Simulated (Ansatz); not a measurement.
**CrFeTeO₆, one structure, two calculations**

Cell: a computed structure from the Materials Project (it need not be an observed phase).

```yaml
crystal:
  lattice:
    - [4.57635, 0.00000, 0.00000]
    - [0.00000, 4.57635, 0.00000]
    - [0.00000, 0.00000, 9.12641]
  atoms:
    - { symbol: Cr, position: [0.50000, 0.50000, 0.16548] }
    - { symbol: Cr, position: [0.00000, 0.00000, 0.66548] }
    - { symbol: Fe, position: [0.50000, 0.50000, 0.83365] }
    - { symbol: Fe, position: [0.00000, 0.00000, 0.33365] }
    - { symbol: Te, position: [0.50000, 0.50000, 0.49990] }
    - { symbol: Te, position: [0.00000, 0.00000, 0.99990] }
    - { symbol: O, position: [0.19623, 0.80376, 0.49781] }
    - { symbol: O, position: [0.80376, 0.19623, 0.49781] }
    - { symbol: O, position: [0.30377, 0.30377, 0.99781] }
    - { symbol: O, position: [0.69624, 0.69624, 0.99781] }
    - { symbol: O, position: [0.18983, 0.81017, 0.16648] }
    - { symbol: O, position: [0.81017, 0.18983, 0.16648] }
    - { symbol: O, position: [0.31017, 0.31017, 0.66648] }
    - { symbol: O, position: [0.68983, 0.68983, 0.66648] }
    - { symbol: O, position: [0.80343, 0.19657, 0.83619] }
    - { symbol: O, position: [0.19657, 0.80343, 0.83619] }
    - { symbol: O, position: [0.69657, 0.69657, 0.33619] }
    - { symbol: O, position: [0.30343, 0.30343, 0.33619] }
```

Atoms are numbered from 1 in the order listed; like atoms form one site, named after its first atom.

First run. Computed with Ansatz: DFT, PBE, plane waves and PAW, scalar-relativistic, collinear spin, 420 eV cutoff, Γ-centred 5×5×3 k-points, Fermi–Dirac smearing 0.02 eV. Start moments as typed (μB): 3 on each Cr, 5 on each Fe, none on the rest. The program fits them to the shells of the files, so those used differ somewhat.

| site | atom | V_zz (10²¹ V/m²) | η | m (μB) |
| --- | --- | --- | --- | --- |
| Cr | 1 | 1.08 | 0.27 | -2.19 |
| Fe | 3 | 2.71 | 0.40 | 3.64 |
| Te | 5 | -2.50 | 0.42 | 0.01 |
| O7 | 7 | 11.13 | 0.78 | 0.09 |
| O11 | 11 | 10.35 | 0.92 | 0.12 |
| O15 | 15 | 10.74 | 1.00 | 0.09 |

Second run. The same atoms and settings, except that the start moments (μB) are -3 3 -5 5 0 0 0 0 0 0 0 0 0 0 0 0 0 0 by atom.

(1) Given the first result, estimate the second.

## Answers

(1) 

```tsv
site	atom	V_zz	η	change of V_zz	m (μB)
Cr	1	1.45	0.36	+0.37	-2.24
Fe	3	2.74	0.05	+0.03	-3.58
Te	5	-2.20	0.48	+0.30	0.01
O7	7	11.37	0.81	+0.24	0.08
O11	11	10.30	0.93	-0.05	0.08
O15	15	10.73	0.99	-0.01	-0.09
```

The largest change of V_zz is on Cr, from 1.08 to 1.45. In per cent, |V_zz| changes by +34 on Cr, +1 on Fe, -12 on Te, -1 to +2 on O (all sites that start above 0.5). Where |V_zz| stays above 0.1 and the axes keep their order, η moves most on Fe, from 0.40 to 0.05. On Cr V_xx and V_yy change places (or their axes turn by over 50°), so the two values of η hide a larger change. The absolute magnetisation of the cell goes from 14.6 to 14.5 μB. Isomer shifts (Fe against α-Fe, from the density at the nucleus and a line fitted to measured compounds for each functional; the lines scatter by about 0.1 mm/s, so smaller changes between functionals mean little): Fe 0.51 → 0.50 mm/s.

Without spin–orbit coupling the gradients at and beside Te can be off by some per cent, at some sites by more. With these PAW files V_zz is typically within 2 to 3 % of all-electron values, but misses above 10 % occur on Fe. With a gap of 0.2 eV on this mesh, the gradients can still move by some per cent as the k-mesh gets denser. The magnetic order is the one that the run reached from its start moments, not necessarily the measured one.
For the first run: At this cell the PBE pressure is 5 GPa, so with PBE the cell would grow if it were relaxed. The entry's cell may itself be off. The largest force is 1.5 eV/Å, so the atoms aren't at the calculated equilibrium and relaxing them would move these values. The moments were started parallel, and the run ended with some of them reversed.
For the second run: At this cell the PBE pressure is 6 GPa, so with PBE the cell would grow if it were relaxed. The entry's cell may itself be off. The largest force is 1.3 eV/Å, so the atoms aren't at the calculated equilibrium and relaxing them would move these values.
